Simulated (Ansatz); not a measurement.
# Calculated with Ansatz: AlBBr, single run

Input:

```yaml
crystal:
  lattice:
    - [3.71114, 0.0, 0.0]
    - [0.0, 3.700889, 0.0]
    - [0.0, 0.0, 7.863107]
  atoms:
    - { symbol: Al, position: [0.0, 0.5, 0.07] }
    - { symbol: Al, position: [0.5, 0.0, 0.93] }
    - { symbol: B, position: [0.0, 0.0, 0.94] }
    - { symbol: B, position: [0.5, 0.5, 0.06] }
    - { symbol: Br, position: [0.0, 0.0, 0.3] }
    - { symbol: Br, position: [0.5, 0.5, 0.7] }
  symmetry: { tolerance: 0.0003 }
kpoints:
  mp_grid: { grid: [5, 5, 3], shift: [0, 0, 0] }
magnetization:
  spin_polarized: false
scf:
  occupations: { method: fermi_dirac }
hamiltonian:
  pseudopotentials: { kind: paw }
  xc: pbe
basis:
  ecutwfc: 420
  ecutrho_ratio: 9
output:
  forces: true
  stress: true
  eigenvalues: true
```

The command:

```bash
ansatz run input.yaml --threads 1 --pin off --max-ram 2560MiB --backend cpu --events-out ev --progress --plain --runs-dir out
```

Origin of the cell: a known structure type with other elements, at an estimated volume, so it need not be a known compound.

The smearing width isn't typed, so it takes its default of 0.1 eV.

Output (shortened):

```
SCF iter   1: F=—  HF=-6948.057274 eV  Δρ=7.60e-3  dr2=9.27e-2
SCF iter   2: F=—  HF=-6948.037504 eV  Δρ=2.14e-3  dr2=3.49e-3
SCF iter   3: F=—  HF=-6948.038086 eV  Δρ=5.52e-4  dr2=9.89e-4
SCF iter   4: F=—  HF=-6948.037917 eV  Δρ=2.07e-4  dr2=7.61e-5
SCF iter   5: F=—  HF=-6948.037909 eV  Δρ=7.15e-5  dr2=1.06e-5
SCF iter   6: F=—  HF=-6948.037909 eV  Δρ=2.74e-5  dr2=1.11e-6
SCF iter   7: F=-6948.037908 eV  HF=-6948.037908 eV  Δρ=8.73e-6  dr2=7.55e-8
SCF 1 converged in 7 iterations: F = -6948.037908 eV  dr2 = 7.55e-8
SCF converged after 7 iterations
Free energy (F): -6948.037908 eV
Harris-Foulkes:  -6948.037908 eV  (|F-HF|=1.47e-8)
Internal energy: -6947.953026 eV  (E = F + TS)
E sigma→0 (E₀):  -6947.995467 eV
Entropy (-TS):   -0.084883 eV (-14.147 meV/atom)
Fermi energy:    5.608533 eV
--- Per-component energies (eV) ---
  E_band       = -13.315192
  E_kinetic    = 419.600846
  E_local      = -637.248559  (includes V_loc(G=0)·N_el)
  E_nonlocal   = 194.705867
  E_hartree    = 196.103367
  E_xc         = -675.173047
  E_vxc        = -344.286986  (∫ρ·V_xc dr)
  E_paw        = -5587.850601  (= ΣΔE_a)
  E_vpaw       = -38.290156  (= ΣTr[D̂ρ^β])
  E_aug_tail   = -0.000000  (compensation charges beyond the density's cutoff)
  E_ewald      = -858.090899
  E_smearing   = -0.084883  (= −TS)
  Σ components = -6948.037908   (vs F -6948.037908, Δ=0.00e0)
--- Forces (eV/Å), atoms counted from 1 ---
  atom   1  Al    -0.000000    -0.000000     1.521939
  atom   2  Al     0.000000     0.000000    -1.521939
  atom   3  B      0.000000    -0.000000    -0.125077
  atom   4  B     -0.000000     0.000000     0.125077
  atom   5  Br    -0.000000     0.000000     0.447543
  atom   6  Br     0.000000    -0.000000    -0.447543
  max |Σ_I F_I| component: 0.00e0 eV/Å
--- Stress (GPa, compression-positive) ---
       48.337589      -0.000000      -0.000000
       -0.000000      16.832141      -0.000000
       -0.000000      -0.000000       6.279874
  P = ⅓ Tr σ = 23.8165 GPa (238.165 kbar)
```

Caveats: the k mesh is coarse if the cell is a metal.

The run took 4.8 s of wall time on 1 CPU thread(s) of a shared host, from the program's own first density.
